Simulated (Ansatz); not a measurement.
## All-electron card of Bi

```
Bi
1.0
     3.33628   -3.05540    0.00000
     3.33628    3.05540    0.00000
    -1.15098    0.00000    3.09291
Bi
2
Direct
  0.25180 0.25180 0.14900
  0.74820 0.74820 0.85100
```

Atom numbers follow the list: Bi1, Bi2.

Structure: COD 8100521, as refined from experiment and not relaxed.

No spin–orbit coupling, which matters for the heavy atoms here.

Theory: DFT, PBEsol, all-electron LAPW, scalar-relativistic in Ansatz 0.2.0.

Sampling and basis: a Γ-centred 8×8×11 k mesh, Fermi–Dirac smearing of 0.05 eV, basis error target 0.25 meV/atom, no spin polarisation.

```
Pressure at this cell                             : 1.22 GPa
Band gap                                          : none: bands cross the Fermi level, a metal
Stress xx, yy, zz (compression positive)          : 1.86, 0.40, 1.41 GPa
Largest force                                     : 0.080 eV/Å on Bi1
Density of states at the Fermi level (0.2 eV bin) : 1.15 states/eV per cell
Volume per atom                                   : 31.53 Å³
```
